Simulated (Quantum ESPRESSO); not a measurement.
## InHf2O5F (convergence and cost over cutoff and k mesh)

Computed values, not a measurement. The program is pw.x of Quantum ESPRESSO 7.5 (plane-wave density functional theory). The cell is made up: 9 atoms on a corundum lattice with one site empty, with randomly drawn elements, strain and displacements, not relaxed. PseudoDojo standard norm-conserving files (v0.5 for PBE, v0.4.1 for LDA and PBEsol) set the functional; there is no spin polarisation, spin-orbit coupling or dispersion term, and the masses in the input are unused placeholders.

The hafnium pseudopotential is less sure than the others, with forces about 3 percent (worst 6) and pressure in oxides about 1.5 GPa (worst 2.7) from a second method in checks, which no rerun with the same files tests.

Input of the run in row 4:

```
&control calculation='scf', pseudo_dir='./dojo.nc.sr.pbe.v0_5.standard.upf', outdir='./o', disk_io='low', tprnfor=.true., tstress=.true. /
&system ibrav=0, nat=9, ntyp=4, nbnd=43, ecutwfc=84.00895049, nosym=.true., tot_charge=0,
 occupations='smearing', smearing='fd', degauss=0.0018374661
/
&electrons conv_thr=7.350e-09, electron_maxstep=60, /
ATOMIC_SPECIES
F 1.0 F.upf
Hf 1.0 Hf.upf
In 1.0 In.upf
O 1.0 O.upf
CELL_PARAMETERS angstrom
2.7874 1.4716 4.7788
-2.7015 1.476 4.7291
0.0467 -3.1063 4.8054
ATOMIC_POSITIONS angstrom
In 0.0347 -0.1418 4.983
Hf 0.0106 -0.0618 2.1293
Hf 0.1376 -0.0848 9.1995
O -0.9768 1.4474 8.3357
O -0.866 -1.7286 8.407
F 2.0238 0.0648 8.3204
O 1.1112 -1.613 6.0653
O 0.9086 1.537 5.9503
O -1.8403 -0.2236 6.034
K_POINTS automatic
5 5 5 1 1 1
```

The same cell was run at these settings. Meshes are shifted by half a step, and differences are from the last row, which is itself not exact.

| cutoff (eV) | k mesh | k points solved | threshold (eV) | free energy less the last row's (eV) | pressure (GPa) | largest stress difference (GPa) | largest force difference (eV/Å) | iterations | wall time (s) | k-point pools | processor |
| --- | --- | --- | --- | --- | --- | --- | --- | --- | --- | --- | --- |
| 800 | 2 x 2 x 2 | 4 | 1e-04 | 0.998 | -12.57 | 10.03 | 0.029 | 12 | 11 | 4 | AMD EPYC, Zen 5 class |
| 1143 | 2 x 2 x 2 | 4 | 1e-07 | -0.008 | -2.70 | 0.08 | 0.028 | 15 | 22 | 4 | AMD EPYC, Zen 5 class |
| 761 | 5 x 5 x 5 | 63 | 1e-07 | 1.715 | -17.93 | 15.36 | 0.034 | 16 | 81 | 4 | AMD EPYC, Zen 5 class |
| 1143 | 5 x 5 x 5 | 63 | 1e-07 | 0.003 | -2.69 | 0.03 | 0.000 | 16 | 175 | 4 | AMD EPYC, Zen 5 class |
| 1437 | 7 x 7 x 7 | 172 | 1e-07 | 0.000 | -2.67 | 0.00 | 0.000 | 16 | 483 | 4 | AMD EPYC, Zen 5 class |

Each pool is one process. Wall times include start-up and a band step at six k points, which weighs most on the coarsest meshes. The runs were on shared virtual cores whose load varied, so times are rough.